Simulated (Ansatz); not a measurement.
Sr2FeO3F: does the functional change the magnetic order?

```
Sr Fe O F
1.0
     3.86440    0.00000    0.00000
     0.00000    3.86440    0.00000
     0.00000    0.00000   13.16780
Sr Fe O F
4 2 6 2
Direct
  0.50000 0.00000 0.12190
  0.00000 0.50000 0.87810
  0.50000 0.00000 0.39498
  0.00000 0.50000 0.60502
  0.00000 0.50000 0.27216
  0.50000 0.00000 0.72784
  0.50000 0.50000 0.24610
  0.00000 0.00000 0.24610
  0.00000 0.00000 0.75390
  0.50000 0.50000 0.75390
  0.00000 0.50000 0.41880
  0.50000 0.00000 0.58120
  0.00000 0.50000 0.06740
  0.50000 0.00000 0.93260
```

The same starts (parallel, antiparallel patterns that fit this cell, and no moments) were run with plane-wave PAW DFT (Ansatz 0.2.0; atoms fixed, collinear spin, no spin-orbit coupling; 7×7×2 Γ-centred mesh, fermi-dirac occupations of width 0.050 eV) at these levels: r2SCAN, 500 eV; r2SCAN with U_eff = 3.1 eV on Fe d (all-electron-ortho-atomic projectors), 500 eV.

**Question.** How do order, exchange and moments depend on the level?

**Answer.** The runs give, at zero smearing:

| level | lowest state | mean moment on Fe (μB) | parallel less best compensated antiparallel (meV per Fe) | gain over no moments (meV per Fe) |
| --- | --- | --- | --- | --- |
| r2SCAN | antiparallel, compensated | 3.71 | +2 | 1777 |
| r2SCAN + U | antiparallel, compensated | 3.90 | +1 | 2768 |

Site moments are taken in small spheres that don't touch (radius about 0.4 of the atom's shortest bond), so those of the magnetic atoms read low. The two orders aren't resolved at any level: the difference runs from +1 to +2 meV per Fe. The moment grows from 3.71 μB under r2SCAN to 3.90 μB under r2SCAN + U.

The cell is that of a Crystallography Open Database entry, unchanged.

Caveats: only orders that fit this cell were tried, so the true order may need a larger cell or canted moments; atoms and cell are held at the entry's values; differences under about 5 meV per magnetic atom weren't tested against a denser mesh or another U, and are taken as unresolved; the U is a value in common use, not computed for this crystal; r2SCAN overestimates the moments and magnetic energies of itinerant metals; the state without moments isn't the paramagnet, so the last column is no ordering energy, and a U inflates it; the nearest magnetic pairs stand parallel in every state found, so their coupling isn't measured.
